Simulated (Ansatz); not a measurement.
**How far is PAW off for MgB$_{2}$?**

```
CELL_PARAMETERS angstrom
3.08500 0.00000 0.00000
-1.54250 2.67169 0.00000
0.00000 0.00000 3.52300
ATOMIC_POSITIONS crystal
Mg 0.00000 0.00000 0.00000
B 0.33333 0.66667 0.50000
B 0.66667 0.33333 0.50000
```

Atoms are numbered in the order listed.

Conventional cell: a = 3.085 Å, b = 3.085 Å, c = 3.523 Å, α = 90.00°, β = 90.00°, γ = 120.00°. Around Mg (atom 1) lie 12 B at 2.51 Å. B (atom 2) has 3 B at 1.78 Å as nearest neighbours.

The cell comes from COD entry 1000026, which wasn't checked; take it as a given geometry.

Methods: DFT, LDA, PAW with Ansatz's default frozen-core files, scalar-relativistic (Ansatz 0.2.0); DFT, LDA, all-electron LAPW, scalar-relativistic (Ansatz 0.2.0).

For PAW: a Γ-centred 15×15×12 k mesh, Fermi–Dirac smearing of 0.05 eV, cutoff 420 eV, no spin polarisation; the PAW files were made with PBE, and the program remakes their frozen cores for this functional. LAPW targets a basis error of 0.5 meV/atom. The Ansatz runs share mesh, smearing and spin set-up. Plane-wave (PAW) pressures include the program's estimate of the Pulay term.

Stress and pressure are positive in compression.

Levels count from the Fermi level.

PAW results:

```
                      quantity     PAW
                pressure (GPa)   -7.60
               stress xx (GPa)   -8.45
               stress zz (GPa)   -5.91
highest filled level at L (eV)  -1.307
  lowest empty level at L (eV)   5.770
highest filled level at H (eV)  -1.979
  lowest empty level at H (eV)   3.431
```

Q: What does LAPW (all electrons) give for the same quantities?

A: 
```
                      quantity    LAPW
                pressure (GPa)   -7.61
               stress xx (GPa)   -8.47
               stress zz (GPa)   -5.88
highest filled level at L (eV)  -1.307
  lowest empty level at L (eV)   5.772
highest filled level at H (eV)  -1.978
  lowest empty level at H (eV)   3.436
```
